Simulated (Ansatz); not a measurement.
# Piezoelectric tensor of Ba2SrP2

Level of theory: DFT PBE, scalar-relativistic, plane waves, PAW (Ansatz 0.2.0). Plane waves to 420 eV; Γ-centred k mesh 6×6×4; fixed occupations. No spin polarisation.

Equilibrium structure at this level:
```
Ba Sr P
1.0
     5.10862    0.00000    0.00000
    -2.55431    4.42420    0.00000
     0.00000    0.00000    7.99161
Ba Sr P
2 1 2
Direct
  0.66667 0.33333 0.34802
  0.00000 0.00000 0.99815
  0.33333 0.66667 0.65533
  0.33333 0.66667 0.23538
  0.66667 0.33333 0.76312
```

The structure comes from a generated guess, relaxed at this level; another structure or a mixture of phases may lie lower. Spin–orbit coupling is left out, which matters for heavy elements.

Task: Give the relaxed-ion proper piezoelectric stress tensor e_iJ (C/m², Voigt columns xx yy zz yz xz xy).

Result:
```
x    0.000  0.000  0.000  0.000 -0.081  0.008
y    0.008 -0.008  0.000 -0.081  0.000  0.000
z   -0.106 -0.106  0.274  0.000  0.000  0.000
```
Signs follow the orientation of the cell as given.

Task: With the elastic constants (GPa, Voigt order)
```
52.4 26.1 25.4  7.5  0.0  0.0
26.1 52.4 25.4 -7.5  0.0  0.0
25.4 25.4 25.7  0.0  0.0  0.0
 7.5 -7.5  0.0 22.7  0.0  0.0
 0.0  0.0  0.0  0.0 22.7  7.5
 0.0  0.0  0.0  0.0  7.5 13.2
```
find the strain coefficients d = e·C⁻¹ (pC/N).

Result:
```
x     0.0   0.0   0.0   0.0  -4.6   3.2
y     1.6  -1.6   0.0  -4.6   0.0   0.0
z   -13.4 -13.4  37.2   0.0   0.0   0.0
```
